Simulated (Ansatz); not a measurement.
MoS2:
```
CELL_PARAMETERS angstrom
      1.58804     0.91685     6.22404
     -1.58804     0.91685     6.22404
      0.00000    -1.83371     6.22404
ATOMIC_POSITIONS crystal
  Mo 0.00000 0.00000 0.00000
  S  0.74977 0.74977 0.74977
  S  0.58353 0.58353 0.58353
```

Plane-wave PAW r²SCAN+D4 (Ansatz code) gives a gap of 1.03 eV without spin–orbit coupling, maximum at T, minimum off the standard path, at k = (0.130, 0.464, -0.201).

What happens when spin–orbit coupling is switched on?

The gap falls by 0.01 eV, to 1.02 eV; maximum at T, minimum off the standard path, at k = (0.148, 0.482, -0.182).

Space group R3m. The cell was relaxed with r²SCAN+D4 under the symmetry of its start; of distortions, only those at the zone centre were tested. The run is not spin-polarised.

Potentials: the later of the program's two PAW sets.
